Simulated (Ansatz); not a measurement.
CdSe:
```
CdSe
1.0
    0.00000     3.06665     3.06665
    3.06665     0.00000     3.06665
    3.06665     3.06665     0.00000
Se Cd
1 1
Cartesian
  4.59997   4.59997   4.59997
  0.00000   0.00000   0.00000
```

Tensor components refer to the Cartesian frame of this cell.

Question: Give the proper piezoelectric stress tensor with relaxed ions from the program Ansatz at the r²SCAN level (PAW).

Answer: In C/m², rows x, y, z, Voigt columns; mesh uncertainty up to 0.00.
```
 0.00   0.00   0.00  -0.17   0.00   0.00
 0.00   0.00   0.00   0.00  -0.17   0.00
 0.00   0.00   0.00   0.00   0.00  -0.17
```

The elastic tensor of the same run (GPa):

```
63.0  45.9  45.9   0.0   0.0   0.0
45.9  63.0  45.9   0.0   0.0   0.0
45.9  45.9  63.0   0.0   0.0   0.0
 0.0   0.0   0.0  22.5   0.0   0.0
 0.0   0.0   0.0   0.0  22.5   0.0
 0.0   0.0   0.0   0.0   0.0  22.5
```

Question: Convert to strain constants d = e·S.

Answer: In pC/N:
```
 0.0   0.0   0.0  -7.4   0.0   0.0
 0.0   0.0   0.0   0.0  -7.4   0.0
 0.0   0.0   0.0   0.0   0.0  -7.4
```

Space group F-43m (zinc blende). Symmetry was held in the r²SCAN relaxation; phonons on a q-mesh show no instability.

Potentials: the later of the program's two PAW sets.
